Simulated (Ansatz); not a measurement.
K₂NaAlH₆ in space group Fm-3m (No. 225; K on 8c, Na on 4b, Al on 4a, H on 24e), plane-wave PAW PBEsol (Ansatz code). The conduction-band minimum lies at Γ, with 1 equivalent valley. Second derivatives d²E/dk² of the lowest band at one valley (eV·Å²), along Cartesian directions:

| direction | d²E/dk² |
|---|---|
| [100] | 19.70 |
| [010] | 19.70 |
| [001] | 19.70 |
| [110] | 19.70 |
| [101] | 19.70 |
| [011] | 19.70 |

Find the principal effective masses, the density-of-states mass and the conductivity mass.

Off-diagonal terms follow from H_xy = H[110] − (H_xx + H_yy)/2, and m*/mₑ = 7.620 eV·Å² over each eigenvalue: 0.39, 0.39, 0.39. One valley's DOS mass (m₁m₂m₃)^(1/3) = 0.39, conductivity mass 3/(Σ 1/mᵢ) = 0.39 mₑ.

What effective density of states Nc follows at 300 K for parabolic valleys?

Nc = 2.509e19 × 1 × (0.39)^(3/2) ≈ 6.1e18 cm⁻³.

The first step of the workflow began from a Materials Project structure, measured or hypothetical; the Crystallography Open Database copy checked does not list it. Its standing as an ambient phase is unchecked. The cell was relaxed with PBEsol under the symmetry of its start; its stability against distortions is not shown here.

Potentials: the later of the program's two PAW sets.

Edges and masses are those of Kohn–Sham bands, whose gap is no quasiparticle gap.
